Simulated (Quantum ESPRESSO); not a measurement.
# Ga4RhOsTiLi: different elements on one site, starting from this cell

A calculation, not a measurement. The program is pw.x of Quantum ESPRESSO 7.5 (plane-wave density functional theory). The cell is made up: eight metal atoms on a hexagonal close-packed lattice, with elements, volume, strain and displacements drawn at random and not relaxed, so it may be unstable or far from any real phase. PseudoDojo standard norm-conserving files set the functional (PBE unless stated); there is no spin polarisation or spin-orbit coupling, the Fermi-Dirac width of 0.25 eV means electrons at about 2900 K, and the masses in the input are unused placeholders. Heavy elements are run without spin-orbit coupling, which real alloys of them have. A spin test at this wide smearing found no moment, but such smearing suppresses magnetism that the real alloy may have.

The runs put different elements on site 7. Cell, positions, cutoff, mesh and smearing stay as in the input of run 1; sites are counted in its order. Stress in the tables is positive in tension.

Input of run 1:

```
&control calculation='scf', pseudo_dir='./dojo.nc.sr.pbe.v0_5.standard.upf', outdir='./o', disk_io='minimal', tprnfor=.true., tstress=.true. /
&system ibrav=0, nat=8, ntyp=5, nbnd=62, ecutwfc=87.97787729, nosym=.true., tot_charge=0,
 occupations='smearing', smearing='fd', degauss=0.0183746611
/
&electrons conv_thr=1.470e-08, electron_maxstep=70, mixing_beta=0.5 /
ATOMIC_SPECIES
Ga 1.0 Ga.upf
Li 1.0 Li.upf
Os 1.0 Os.upf
Rh 1.0 Rh.upf
Ti 1.0 Ti.upf
CELL_PARAMETERS angstrom
2.9901 0.0097 0.0249
0.0168 5.0995 -0.023
0.0837 -0.0446 10.0531
ATOMIC_POSITIONS angstrom
Ga -0.0442 0.0174 -0.0702
Ga 0.1837 0.1533 4.9747
Ga 0.0457 1.6985 2.6018
Rh -0.0218 1.6822 7.647
Ga 1.4682 2.5678 -0.0169
Os 1.6036 2.5537 5.1636
Ti 1.4324 4.2603 2.4481
Li 1.7117 4.2321 7.572
K_POINTS automatic
8 5 3 1 1 1
```

| run | elements on sites 1 to 8 | -TS (eV) | pressure (GPa) | stress xx (GPa) | stress yy (GPa) | stress zz (GPa) | stress yz (GPa) | stress xz (GPa) | stress xy (GPa) | iterations |
| --- | --- | --- | --- | --- | --- | --- | --- | --- | --- | --- |
| 1 | Ga Ga Ga Rh Ga Os Ti Li | -1.450 | -15.96 | 13.94 | 14.98 | 18.96 | -1.23 | -0.21 | 0.03 | 16 |
| 2 | Ga Ga Ga Rh Ga Os Ta Li | -1.290 | -17.11 | 15.60 | 15.63 | 20.09 | -1.29 | -0.21 | -0.09 | 15 |
| 3 | Ga Ga Ga Rh Ga Os Mo Li | -1.431 | -18.64 | 17.52 | 17.43 | 20.98 | -0.62 | -0.30 | -0.22 | 15 |
| 4 | Ga Ga Ga Rh Ga Os Ag Li | -1.150 | -13.50 | 12.25 | 12.66 | 15.60 | -0.40 | -0.37 | -0.25 | 13 |
| 5 | Ga Ga Ga Rh Ga Os Al Li | -1.202 | -13.42 | 11.95 | 12.81 | 15.48 | -0.87 | -0.45 | -0.32 | 14 |

Forces Fx Fy Fz (eV/Å):

```
site              run 1              run 2              run 3              run 4              run 5
   1    0.02 0.17 -0.01     0.02 0.11 0.05     0.02 0.03 0.20    0.03 0.18 -0.25    0.00 0.24 -0.32
   2   -0.08 -0.11 0.42   -0.08 -0.14 0.39   -0.03 -0.26 0.21    0.02 -0.21 0.78    0.01 -0.12 0.83
   3    -0.14 0.33 0.45    -0.11 0.43 0.46    -0.05 0.41 0.48    -0.07 0.42 0.44    -0.06 0.38 0.48
   4    0.20 0.22 -0.17    0.20 0.23 -0.11    0.19 0.28 -0.17    0.16 0.35 -0.32    0.17 0.31 -0.29
   5   0.00 -0.07 -0.70   0.00 -0.01 -0.67    0.00 0.09 -0.57  -0.01 -0.14 -0.80  -0.01 -0.18 -0.78
   6   -0.05 -0.13 0.18   -0.05 -0.04 0.11   -0.05 -0.14 0.22   -0.06 -0.43 0.33   -0.08 -0.28 0.12
   7    0.18 -0.38 0.11    0.15 -0.56 0.06   0.05 -0.37 -0.09    0.04 -0.13 0.08    0.08 -0.31 0.27
   8  -0.13 -0.03 -0.29  -0.12 -0.03 -0.28  -0.12 -0.03 -0.27  -0.11 -0.04 -0.27  -0.11 -0.04 -0.31
```

Energies are left out, as each element's file has its own zero. A rerun of one cell of this series at a higher cutoff and on a denser mesh moved values by no more than 0.004 eV in energy, 0.08 GPa in stress and 0.007 eV/Å in force, and a second program with other atomic files agreed on that cell to 2 % rms in force and 0.5 GPa in pressure.